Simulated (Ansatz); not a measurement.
Calculated with Ansatz: SnSe$_{2}$, settings compared

The input file (Ansatz 0.2.0, plane waves):

```yaml
crystal:
  lattice:
    - [5.15082, 0.0, 0.0]
    - [-2.57541, 4.460745, 0.0]
    - [0.0, 0.0, 6.309837]
  atoms:
    - { symbol: Se, position: [0.3333, 0.6667, 0.75] }
    - { symbol: Se, position: [0.6666, 0.3333, 0.25] }
    - { symbol: Sn, position: [0.3333, 0.6667, 0.25] }
    - { symbol: Sn, position: [0.6666, 0.3333, 0.75] }
    - { symbol: Se, position: [0.0, 0.0, 0.0] }
    - { symbol: Se, position: [0.0, 0.0, 0.5] }
  symmetry: { tolerance: 0.0003 }
kpoints:
  mp_grid: { grid: [4, 4, 3], shift: [0, 0, 0] }
magnetization:
  spin_polarized: false
scf:
  occupations: { method: fermi_dirac }
hamiltonian:
  pseudopotentials: { kind: paw }
  xc: r2scan
basis:
  ecutwfc: 500
output:
  forces: true
  stress: true
  eigenvalues: true
relax:
  max_steps: 40
  cell: {}
```

The command:

```bash
ansatz run input.yaml --threads 1 --pin off --max-ram 2560MiB --backend cpu --events-out ev --progress --plain --runs-dir out
```

Origin of the cell: a known structure type with other elements, at an estimated volume, so it need not be a known compound.

The smearing width isn't typed, so it takes its default of 0.1 eV.

Output of this run (shortened):

```
Warning: the atoms were moved onto the symmetric positions of the space group found under crystal.symmetry.tolerance 3.0e-4 (fractional; no operation is sought that the atoms, as they stand i […]
Pseudopotentials: kind: paw
Pseudopotential: Se, paw, valence charge 16, recommended cutoff 500 eV (meta_gga), Se.paw.azcp
Pseudopotential: Sn, paw, valence charge 14, recommended cutoff 500 eV (meta_gga), Sn.paw.azcp
Functional definition: r2SCAN
  exchange = r2scan_x(k0 = k0, k1 = k1, a1 = a1)
  correlation = r2scan_c
Crystal: 6 atoms, lattice volume = 144.978 Å³
Basis set: ecut = 500 eV, 3695 PW (Γ), exchange–correlation on 160×160×192 points (64 copies of the dense FFT grid, shifted against one another)
Bands: 56, of which v1, the nominal top of the filled ones, is band 46 counted from 1 (45 counted from 0)
Symmetry: 24 space group operations
[… 8 lines left out …]
Initial density: superposition of atomic densities (neutral atoms: chi_scale 0, normalization atom), corrected by the library's trained network
Functional: x = r2scan, c = r2scan; τ floored in thin density (d = 2e-4 eV/Å³)
SCF iter   1: F=—  HF=-33988.901250 eV  Δρ=7.51e-3  dr2=1.85e-1  dr2_τ=4.67e-3  defer=6
SCF iter   2: F=—  HF=-33988.910619 eV  Δρ=3.42e-3  dr2=3.82e-2  dr2_τ=6.92e-4  defer=13
SCF iter   3: F=—  HF=-33988.905989 eV  Δρ=1.25e-3  dr2=4.94e-3  dr2_τ=4.70e-5  defer=13
SCF iter   4: F=—  HF=-33988.905715 eV  Δρ=5.69e-4  dr2=5.20e-4  dr2_τ=7.92e-6  defer=13
SCF iter   5: F=—  HF=-33988.905825 eV  Δρ=1.67e-4  dr2=6.66e-5  dr2_τ=1.99e-6  defer=13
SCF iter   6: F=—  HF=-33988.905862 eV  Δρ=7.79e-5  dr2=1.05e-5  dr2_τ=2.39e-7  defer=13
SCF iter   7: F=—  HF=-33988.905867 eV  Δρ=2.59e-5  dr2=1.44e-6  dr2_τ=2.45e-8  defer=13
SCF iter   8: F=—  HF=-33988.905868 eV  Δρ=7.57e-6  dr2=1.81e-7  dr2_τ=4.63e-9  defer=13
SCF iter   9: F=-33988.905868 eV  HF=-33988.905868 eV  Δρ=2.73e-6  dr2=2.39e-8  dr2_τ=2.79e-10
relax step   1: F+E_penalty+E_count = -33988.905868 eV  Δ(F+E_penalty+E_count) = +0.000e0 eV  max|allowed force component| = 1.110e-16 eV/Å  Δτ_max = 0.0000 Å  P = -2.400 GPa  Ω = 144.978 Å³ […]
relax step   2: F+E_penalty+E_count = -33989.033028 eV  Δ(F+E_penalty+E_count) = -1.272e-1 eV  max|allowed force component| = 1.095e-16 eV/Å  Δτ_max = 0.0000 Å  P = +0.987 GPa  Ω = 136.264 Å³ […]
relax step   3: F+E_penalty+E_count = -33989.099437 eV  Δ(F+E_penalty+E_count) = -6.641e-2 eV  max|allowed force component| = 8.018e-17 eV/Å  Δτ_max = 0.0000 Å  P = +1.523 GPa  Ω = 136.001 Å³ […]
relax step   4: F+E_penalty+E_count = -33989.202970 eV  Δ(F+E_penalty+E_count) = -1.035e-1 eV  max|allowed force component| = 7.247e-17 eV/Å  Δτ_max = 0.0000 Å  P = +1.194 GPa  Ω = 139.209 Å³ […]
relax step   5: F+E_penalty+E_count = -33989.080860 eV  Δ(F+E_penalty+E_count) = +1.221e-1 eV  max|allowed force component| = 5.397e-17 eV/Å  Δτ_max = 0.0000 Å  P = -3.464 GPa  Ω = 151.243 Å³ […]
relax step   6: F+E_penalty+E_count = -33989.218083 eV  Δ(F+E_penalty+E_count) = -1.511e-2 eV  max|allowed force component| = 7.247e-17 eV/Å  Δτ_max = 0.0000 Å  P = -0.004 GPa  Ω = 141.365 Å³ […]
relax step   7: F+E_penalty+E_count = -33989.218808 eV  Δ(F+E_penalty+E_count) = -7.259e-4 eV  max|allowed force component| = 7.864e-17 eV/Å  Δτ_max = 0.0000 Å  P = -0.022 GPa  Ω = 141.620 Å³ […]
relax step   8: F+E_penalty+E_count = -33989.219176 eV  Δ(F+E_penalty+E_count) = -3.675e-4 eV  max|allowed force component| = 1.434e-16 eV/Å  Δτ_max = 0.0000 Å  P = -0.019 GPa  Ω = 141.620 Å³  stress off target by 3.64e-2 GPa […]
SCF 8 converged in 7 iterations: F = -33989.219176 eV  dr2 = 2.67e-11
basis re-selected at this cell: Δ(F+E_penalty+E_count) = -3.675e-4 eV, ΔP = +0.004 GPa vs the last step (what re-selecting the basis moved, of the pressure what is left beyond the Pulay corre […]
SCF converged after 7 iterations
Free energy (F): -33989.219176 eV
Harris-Foulkes:  -33989.219176 eV  (|F-HF|=5.09e-11)
Internal energy: -33989.111345 eV  (E = F + TS)
E sigma→0 (E₀):  -33989.165260 eV
Entropy (-TS):   -0.107831 eV (-17.972 meV/atom)
Fermi energy:    9.800068 eV
--- Per-component energies (eV) ---
  E_band       = -1660.063562
  E_kinetic    = 841.472450
  E_local      = -10491.175104  (includes V_loc(G=0)·N_el)
  E_nonlocal   = -2445.152333
  E_hartree    = 5462.691186
  E_xc         = -1141.836087
  E_vxc        = -629.619836  (∫ρ·V_xc dr)
  E_paw        = -16014.504234  (= ΣΔE_a)
  E_vpaw       = 105.632882  (= ΣTr[D̂ρ^β])
  E_aug_tail   = -0.000836  (compensation charges beyond the density's cutoff)
  E_vtau       = 33.396971  (kinetic-family band-sum trace: ∫τ·v_τ [+ j·A + Jᵃ·Aᵃ] dr)
  E_ewald      = -10195.017947
  E_core_change = -5.588441  (= ΣΔE_core)
  E_smearing   = -0.107831  (= −TS)
  Σ components = -33989.219176   (vs F -33989.219176, Δ=0.00e0)
--- Forces (eV/Å), atoms counted from 1 ---
  atom   1  Se     0.000000    -0.000000     0.000000
  atom   2  Se     0.000000     0.000000     0.000000
  atom   3  Sn     0.000000    -0.000000     0.000000
  atom   4  Sn    -0.000000     0.000000     0.000000
  atom   5  Se     0.000000     0.000000     0.000000
  atom   6  Se     0.000000     0.000000     0.000000
  max |Σ_I F_I| component: 4.63e-17 eV/Å
--- Stress (GPa, compression-positive) ---
       -0.036403       0.000000       0.000000
       -0.000000      -0.036403       0.000000
        0.000000       0.000000       0.016277
  P = ⅓ Tr σ = -0.0188 GPa (-0.188 kbar)
--- Relaxed structure (7 steps of the walk, 6 accepted, 1 SCFs on fresh bases) ---
  F+E_penalty+E_count = -33989.219176 eV   max|allowed force component| = 1.434e-16 eV/Å   (the final SCF, on the basis selected at the relaxed cell)
  cell:  # Å, volume = 141.6204 Å³
    - [5.406324, 0.0, 0.0]
    - [-2.703162, 4.682014, 0.0]
    - [0.0, 0.0, 5.594884]
  atoms:
    - { symbol: Se, position: [0.333333, 0.666667, 0.750000] }
    - { symbol: Se, position: [0.666667, 0.333333, 0.250000] }
    - { symbol: Sn, position: [0.333333, 0.666667, 0.250000] }
    - { symbol: Sn, position: [0.666667, 0.333333, 0.750000] }
    - { symbol: Se, position: [-1.849e-17, 0.0, 0.0] }
    - { symbol: Se, position: [-1.849e-17, 0.0, 0.500000] }
```

The same input was run again with these changes:

1. `scf.mixing.algorithm` default → broyden; `scf.mixing.beta` default → 0.05; `scf.mixing.ndim` default → 8
2. `kpoints.mp_grid.grid` [4, 4, 3] → [3, 3, 2]
3. `kpoints.mp_grid.grid` [4, 4, 3] → [5, 5, 4]; `basis.ecutrho_ratio` default → 4; `scf.eigensolver.kind` default → davidson
4. `kpoints.mp_grid.grid` [4, 4, 3] → [1, 1, 1]; `scf.eigensolver.kind` default → davidson; `crystal.symmetry` { tolerance: 0.0003 } → { detect: false }

| run | end | SCF iterations | volume (Å³/atom) | max force component (eV/Å) | moment (μB) | ΔE(σ→0) (meV/atom) |
| --- | --- | --- | --- | --- | --- | --- |
| base | converged | 65 | 23.60 | 0.000 | – | 0 |
| 1 | converged | 124 | 23.60 | 0.000 | – | 0.00 |
| 2 | converged | 33 | 22.61 | 0.000 | – | 17.87 |
| 3 | converged | 47 | 23.21 | 0.000 | – | -32.71 |
| 4 | converged | 151 | 22.03 | 0.004 | – | -1982.64 |

Energies are compared only where functional, datasets, charge and starting cell are the same.

Run 2, 4 relaxed to another structure than the base run, so its differences aren't those of the setting alone.

Not properties of the system: run 2 (too coarse or loose: `kpoints.mp_grid.grid` = [3, 3, 2]), run 4 (too coarse or loose: `kpoints.mp_grid.grid` = [1, 1, 1]).

Caveats of the base run: the k mesh is coarse if the cell is a metal; the relaxation held the start's symmetry, so the end may be a saddle point.

Run 4: the program displaced the start to leave a saddle point.

The base run ran for 74 s on 1 thread of Arm Neoverse V2, with other jobs on the host, peak memory 0.76 GiB, from the program's own first density.
